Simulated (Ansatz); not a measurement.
Here is the system:

Ta2SiN:
Space group P6₃/mmc (No. 194); a = b = 3.192 Å, c = 12.078 Å, α = β = 90.00°, γ = 120.00°

| atom | site | symmetry | x | y | z |
|---|---|---|---|---|---|
| Si | 2d | -6m2 | 0.6667 | 0.3333 | 0.2500 |
| Ta | 4f | 3m. | 0.3333 | 0.6667 | 0.0949 |
| N | 2a | -3m. | 0.0000 | 0.0000 | 0.0000 |

This is the PBEsol-relaxed structure.

Q: All from plane-wave PAW PBEsol (Ansatz code), unless another level is named. Estimate the Hill bulk and shear moduli.

A: 242 and 88.1 GPa.

Q: Predict the highest zone-centre frequency.

A: 527 cm⁻¹.

Space group P6_3/mmc. The start of the workflow was typed in or built on a structure type; neither database checked (COD, Materials Project) lists it. Its standing as an ambient phase is unchecked. The PBEsol relaxation kept the symmetry of its start; its stability against distortions is not shown here. The run is not spin-polarised. As this level gives no gap, shear constants depend on the k-mesh and smearing (Fermi–Dirac, 0.1 eV here). As this level gives no gap, phonon frequencies hold no LO–TO term and depend on the k-mesh and smearing (Fermi–Dirac, 0.1 eV here). On the denser mesh and wider smearing of the elastic run this cell carries a stress of 0.4 GPa. Spin–orbit coupling is left out wherever it is not named.

Potentials: the later of the program's two PAW sets.
